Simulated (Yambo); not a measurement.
Bethe-Salpeter results for YPO$_{4}$

```xyz
12
Lattice="-3.4449 3.4449 3.0119 3.4449 -3.4449 3.0119 3.4449 3.4449 -3.0119" Properties=species:S:1:pos:R:3 pbc="T T T"
O      3.4449     2.2416    -0.9575
O      4.6482     0.0000     0.5485
O      0.0000     1.2033     2.0544
O      2.2416     0.0000     0.5485
O      3.4449     1.2033     2.4634
O      1.2033     0.0000     3.9694
O      3.4449    -1.2033     2.4634
O      2.2416     3.4449     0.9575
P      3.4449     0.0000     1.5059
P      0.0000     0.0000     3.0119
Y      0.0000     0.0000     0.0000
Y      0.0000     3.4449     1.5059
```

The geometry is that of Materials Project entry mp-5132, symmetrised and not relaxed again.

BSE in Yambo on PBEsol (pw.x of Quantum ESPRESSO, ONCV potentials, without SOC) bands: 4×4×4 mesh, 16 valence and 14 conduction bands, static screening with 93 bands and a 3 Ry block, scissor 2.32 eV, Tamm-Dancoff; field along x.

| state | energy (eV) | states within 2 meV | relative strength | class | main transitions |
|---|---|---|---|---|---|
| 1 | 7.39 | 1 | < 0.01 | dark | VB → CB (76 %) |
| 2 | 7.51 | 2 | < 0.01 | dark | several band pairs |
| 3 | 7.52 | 2 | 1.00 | strong | several band pairs |
| 4 | 7.60 | 1 | < 0.01 | dark | VB → CB (61 %) |
| 5 | 7.63 | 1 | < 0.01 | dark | several band pairs |
| 6 | 7.66 | 1 | < 0.01 | dark | several band pairs |

These are vertical excitations (zero momentum). The direct quasiparticle gap on this mesh is 8.42 eV; counted from there, state 1 is bound by 1.04 eV. Convergence with the mesh was not shown.

Spin singlets only. Strengths are relative to the strongest of the lowest states of this run; strong means a line over 3 % of the spectrum's maximum, dark under 0.03 %. Absolute energies carry the error of the G0W0 scissor, whose convergence isn't established; the long-wavelength screening was taken along (1,1,1) although the crystal is anisotropic.
